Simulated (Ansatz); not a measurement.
RbAu:
Space group Pm-3m (No. 221); a = b = c = 4.096 Å, α = β = γ = 90.00°

| atom | site | symmetry | x | y | z |
|---|---|---|---|---|---|
| Rb | 1b | m-3m | 0.5000 | 0.5000 | 0.5000 |
| Au | 1a | m-3m | 0.0000 | 0.0000 | 0.0000 |

Relaxed with r²SCAN. Plane-wave PAW r²SCAN (Ansatz code) gives a gap of 0.53 eV.

### Question
What gap does HSE06 give on the same cell (Ansatz, PAW)?

### Answer
0.30 eV, -0.23 eV more. The hybrid was solved on a coarser mesh and at special points; its gap is the smallest among all of these.

| k | v1 r²SCAN | c1 r²SCAN | v1 HSE06 | c1 HSE06 |
|---|---|---|---|---|
| Γ | -2.67 | 5.05 | [?] | [?] |
| R | 0.00 | 1.91 | [?] | [?] |
| M | -1.34 | 2.87 | [?] | [?] |
| X | -1.62 | 0.53 | -2.05 | 0.30 |

### Question
Top valence (v1) and lowest conduction level (c1) in eV from each method's valence maximum (which need not be a listed point): supply the withheld HSE06 values.

### Answer

- Γ, v1 HSE06: -3.74
- Γ, c1 HSE06: 5.02
- R, v1 HSE06: 0.00
- R, c1 HSE06: 1.80
- M, v1 HSE06: -1.69
- M, c1 HSE06: 2.77

Cost on shared cores: the r²SCAN run (SCF on a 7×7×7 mesh, then bands and DOS) very roughly 18 core-seconds, the HSE06 run (SCF on 5×5×5, then a few points) roughly 80 core-seconds; the tasks are unlike.

The first step of the workflow began from a Materials Project structure, measured or hypothetical; the Crystallography Open Database files this formula in space group No. 221, but the cells were not matched. Its standing as an ambient phase is unchecked. The r²SCAN relaxation kept the symmetry of its start; its stability against distortions is not shown here. Scalar-relativistic: spin–orbit coupling is off unless named, which matters more the heavier the elements.

Potentials: the later of the program's two PAW sets.
